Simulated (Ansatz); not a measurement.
Relaxed-ion elastic tensor of TiSi in space group Pnma (No. 62; Ti on 4c, Si on 4c) in GPa (Voigt order), DFT-PBEsol in the program Ansatz with PAW potentials; density 4.35 g/cm³, 14.50 Å³ per atom.

```
 230   120  84.8   0.0   0.0   0.0
 120   281  80.1   0.0   0.0   0.0
84.8  80.1   324   0.0   0.0   0.0
 0.0   0.0   0.0  98.0   0.0   0.0
 0.0   0.0   0.0   0.0   101   0.0
 0.0   0.0   0.0   0.0   0.0   159
```

**Question.** Is the crystal mechanically stable?

**Answer.** Yes: the smallest eigenvalue of C is 98.0 GPa.

**Question.** Work out the Voigt, Reuss and Hill averages.

**Answer.** K_V = 156, K_R = 155, K_H = 156; G_V = 108, G_R = 99.7, G_H = 104 GPa.

**Question.** Give Young's modulus, Poisson's ratio, Pugh's ratio and the universal anisotropy index.

**Answer.** E = 9KG/(3K + G) = 255 GPa; ν = 0.23; K/G = 1.50 (brittle by the Pugh limit of 1.75); A_U = 5G_V/G_R + K_V/K_R − 6 = 0.43.

**Question.** Estimate the sound speeds and the Debye temperature.

**Answer.** v_l = √((K + 4G/3)/ρ) = 8220 m/s, v_t = √(G/ρ) = 4890 m/s, mean 5410 m/s; Θ = (h/k)(3n/4πV)^(1/3) v_m = 661 K.

**Question.** How much does each axis shrink under pressure?

**Answer.** Linear compressibilities β_i = Σ_j S_ij (j = 1 to 3): x 2.7, y 1.9, z 1.9 per TPa.

The first step of the workflow began from a Materials Project structure, measured or hypothetical; the Crystallography Open Database copy checked does not list it. COD files the formula under space group No. 25, so this cell is another polymorph or a model. Its standing as an ambient phase is unchecked. The cell was relaxed with PBEsol under the symmetry of its start; of distortions, only those at the zone centre were tested. No spin polarisation was allowed. As this level gives no gap, shear constants depend on the k-mesh and smearing (Fermi–Dirac, 0.1 eV here).

Potentials: the later of the program's two PAW sets.
